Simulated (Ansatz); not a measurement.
## Step by step: Sn, 15 steps of 3.0 fs from 300 K

The calculation used Ansatz 0.2.0, DFT, PBEsol, all-electron LAPW, scalar-relativistic.

Command: `ansatz run input.yaml --threads 2 --pin off --max-ram 4096MiB --backend cpu --events-out ev --progress --plain --runs-dir out` The run took 5.3 min on 2 threads of Intel(R) Xeon(R) 6975P-C (Granite Rapids), with other jobs on the host, peak memory 0.76 GiB.

```yaml
crystal:
  lattice:
    - [0.0, 6.4666856, 6.4666856]
    - [3.2333428, 0.0, 3.2333428]
    - [3.2333428, 3.2333428, 0.0]
  atoms:
    - { symbol: Sn, position: [0.0, 0.0, 0.0] }
    - { symbol: Sn, position: [0.5, 0.0, 0.0] }
    - { symbol: Sn, position: [0.125, 0.25, 0.25] }
    - { symbol: Sn, position: [0.625, 0.25, 0.25] }
kpoints:
  mp_grid: { grid: [3, 5, 5] }
scf:
  occupations: { method: fermi_dirac, width: 0.08 }
hamiltonian:
  xc: pbesol
  pseudopotentials: { kind: all_electron, lapw: { basis_error: 0.001 } }
output:
  forces: true
  stress: true
md:
  timestep: 3.0
  n_steps: 15
  ensemble: nvt_langevin
  temperature: 300
  initial_velocities: maxwell_boltzmann
  seed: 629528
```

No spin–orbit coupling, which matters for the heavy atoms here.

The geometry is COD entry 7222459, unchecked; take it as a test cell.

Each frame lists Cartesian positions (Å) and forces (eV/Å). Free energies count from the first step, -672059.8882 eV.

Step 0 (t = 0.0 fs): E = 0.0 meV, T = 225 K

```
Sn    0.0000    0.0000    0.0000    -0.002  -0.002  -0.002
Sn    0.0000    3.2333    3.2333    -0.002  -0.002  -0.002
Sn    1.6167    1.6167    1.6167     0.002   0.002   0.002
Sn    1.6167    4.8500    4.8500     0.002   0.002   0.002
```

Step 1 (t = 3.0 fs): E = +0.5 meV, T = 208 K

```
Sn    0.0022   -0.0015   -0.0016    -0.045  -0.048   0.029
Sn   -0.0007    3.2391    3.2324     0.020  -0.025  -0.001
Sn    1.6109    1.6115    1.6218     0.050   0.046  -0.034
Sn    1.6213    4.8505    4.8469    -0.025   0.027   0.006
```

Step 2 (t = 6.0 fs): E = +2.2 meV, T = 231 K

```
Sn    0.0058   -0.0035   -0.0039    -0.098  -0.083   0.068
Sn   -0.0022    3.2447    3.2321     0.048  -0.044  -0.005
Sn    1.6054    1.6066    1.6270     0.098   0.088  -0.069
Sn    1.6254    4.8516    4.8439    -0.049   0.039   0.005
```

Step 3 (t = 9.0 fs): E = +5.0 meV, T = 253 K

```
Sn    0.0098   -0.0058   -0.0074    -0.151  -0.104   0.117
Sn   -0.0044    3.2506    3.2330     0.088  -0.062  -0.013
Sn    1.6000    1.6031    1.6324     0.141   0.122  -0.106
Sn    1.6305    4.8531    4.8414    -0.078   0.044   0.003
```

Step 4 (t = 12.0 fs): E = +9.1 meV, T = 244 K

```
Sn    0.0138   -0.0080   -0.0115    -0.196  -0.119   0.166
Sn   -0.0073    3.2571    3.2344     0.138  -0.084  -0.026
Sn    1.5956    1.6002    1.6376     0.172   0.154  -0.142
Sn    1.6362    4.8546    4.8387    -0.114   0.049   0.001
```

Step 5 (t = 15.0 fs): E = +14.5 meV, T = 251 K

```
Sn    0.0181   -0.0103   -0.0149    -0.240  -0.134   0.212
Sn   -0.0115    3.2633    3.2359     0.195  -0.107  -0.039
Sn    1.5914    1.5970    1.6429     0.200   0.187  -0.172
Sn    1.6415    4.8556    4.8359    -0.155   0.054  -0.001
```

Step 6 (t = 18.0 fs): E = +20.7 meV, T = 254 K

```
Sn    0.0217   -0.0143   -0.0180    -0.281  -0.133   0.259
Sn   -0.0162    3.2689    3.2379     0.254  -0.120  -0.060
Sn    1.5874    1.5935    1.6483     0.219   0.211  -0.198
Sn    1.6461    4.8576    4.8331    -0.192   0.043  -0.001
```

Step 7 (t = 21.0 fs): E = +27.7 meV, T = 280 K

```
Sn    0.0247   -0.0190   -0.0211    -0.319  -0.129   0.314
Sn   -0.0209    3.2747    3.2402     0.307  -0.131  -0.092
Sn    1.5836    1.5890    1.6541     0.229   0.238  -0.225
Sn    1.6493    4.8606    4.8297    -0.216   0.022   0.003
```

Step 8 (t = 24.0 fs): E = +36.6 meV, T = 316 K

```
Sn    0.0275   -0.0225   -0.0249    -0.352  -0.135   0.380
Sn   -0.0255    3.2810    3.2435     0.345  -0.145  -0.138
Sn    1.5800    1.5839    1.6612     0.231   0.276  -0.263
Sn    1.6510    4.8632    4.8256    -0.225   0.004   0.020
```

Step 9 (t = 27.0 fs): E = +46.7 meV, T = 317 K

```
Sn    0.0287   -0.0258   -0.0290    -0.365  -0.142   0.454
Sn   -0.0301    3.2876    3.2478     0.375  -0.163  -0.184
Sn    1.5764    1.5792    1.6697     0.221   0.310  -0.313
Sn    1.6526    4.8649    4.8217    -0.231  -0.005   0.043
```

Step 10 (t = 30.0 fs): E = +58.6 meV, T = 380 K

```
Sn    0.0296   -0.0296   -0.0327    -0.380  -0.146   0.526
Sn   -0.0352    3.2942    3.2527     0.418  -0.177  -0.227
Sn    1.5723    1.5739    1.6782     0.206   0.347  -0.356
Sn    1.6548    4.8674    4.8191    -0.245  -0.024   0.058
```

Step 11 (t = 33.0 fs): E = +71.3 meV, T = 328 K

```
Sn    0.0309   -0.0346   -0.0351    -0.406  -0.137   0.591
Sn   -0.0407    3.3006    3.2577     0.473  -0.182  -0.266
Sn    1.5686    1.5678    1.6860     0.193   0.380  -0.384
Sn    1.6570    4.8716    4.8180    -0.260  -0.061   0.059
```

Step 12 (t = 36.0 fs): E = +84.1 meV, T = 406 K

```
Sn    0.0313   -0.0402   -0.0361    -0.424  -0.130   0.646
Sn   -0.0462    3.3071    3.2630     0.530  -0.186  -0.311
Sn    1.5654    1.5610    1.6934     0.172   0.416  -0.400
Sn    1.6595    4.8762    4.8167    -0.278  -0.100   0.066
```

Step 13 (t = 39.0 fs): E = +98.9 meV, T = 401 K

```
Sn    0.0314   -0.0458   -0.0367    -0.434  -0.129   0.693
Sn   -0.0523    3.3136    3.2697     0.594  -0.181  -0.373
Sn    1.5625    1.5537    1.7007     0.144   0.457  -0.412
Sn    1.6626    4.8808    4.8144    -0.304  -0.147   0.091
```

Step 14 (t = 42.0 fs): E = +114.8 meV, T = 451 K

```
Sn    0.0316   -0.0522   -0.0366    -0.442  -0.122   0.734
Sn   -0.0585    3.3201    3.2764     0.660  -0.168  -0.440
Sn    1.5598    1.5470    1.7080     0.118   0.488  -0.420
Sn    1.6661    4.8855    4.8109    -0.336  -0.197   0.127
```

Step 15 (t = 45.0 fs):

```
Sn    0.0315   -0.0588   -0.0361
Sn   -0.0644    3.3267    3.2833
Sn    1.5569    1.5410    1.7151
Sn    1.6709    4.8889    4.8066
```

**Question.** Give the energy and forces of step 15.

**Answer.** E = +131.5 meV, T = 398 K
```
Sn    0.0315   -0.0588   -0.0361    -0.443  -0.119   0.761
Sn   -0.0644    3.3267    3.2833     0.724  -0.154  -0.508
Sn    1.5569    1.5410    1.7151     0.097   0.511  -0.426
Sn    1.6709    4.8889    4.8066    -0.378  -0.238   0.172
```

**Question.** What is the mean temperature over the last 8 frames?

**Answer.** 375 K; so short a run of so small a cell isn't equilibrated.
